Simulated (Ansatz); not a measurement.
**BaTiO₃ — field gradients at the nuclei**

The cell is a Materials Project structure (computed, not necessarily an observed phase), taken as it stands.

```yaml
crystal:
  lattice:
    - [4.00768, 0.00000, 0.00000]
    - [0.00000, 4.00768, 0.00000]
    - [0.00000, 0.00000, 4.00768]
  atoms:
    - { symbol: Ba, position: [0.50000, 0.50000, 0.50000] }
    - { symbol: Ti, position: [0.00000, 0.00000, 0.00000] }
    - { symbol: O, position: [0.50000, 0.00000, 0.00000] }
    - { symbol: O, position: [0.00000, 0.50000, 0.00000] }
    - { symbol: O, position: [0.00000, 0.00000, 0.50000] }
```

Sites (sets of like atoms) are named by element and the number of their first atom in this list.

Level of theory: DFT, PBE, plane waves and PAW, scalar-relativistic, 420 eV cutoff, Γ-centred 5×5×5 k-points, Fermi–Dirac smearing 0.02 eV (Ansatz 0.2.0).

Conventions: |V_zz| ≥ |V_yy| ≥ |V_xx|, η = (V_xx − V_yy)/V_zz, C_Q = eQV_zz/h. Directions are in the Cartesian axes of the cell vectors above, for the atom listed; none is given where the gradient is under 0.02 or η is above 0.95.

```csv
site,first atom,first shell,V_zz (10²¹ V/m²),η,"direction of V_zz (x, y, z)"
Ba,1,12 O at 2.83 Å,0.00,–,–
Ti,2,6 O at 2.00 Å,0.00,–,–
O,3,"2 Ti at 2.00 Å, angle 180°; also 4 Ba at 2.83 Å",2.59,0.00,1.00 0.00 0.00
```

An axis of threefold or higher order runs through O, so V_zz lies along it and η is zero. Ba and Ti sit on a cubic site, where every gradient vanishes.

This high-symmetry form of BaTiO3 is unstable when cold, to polar off-centring of Ti. The symmetry of the cell holds that distortion back, wholly or in part, and it would change the field gradients, the more the larger the distortion.
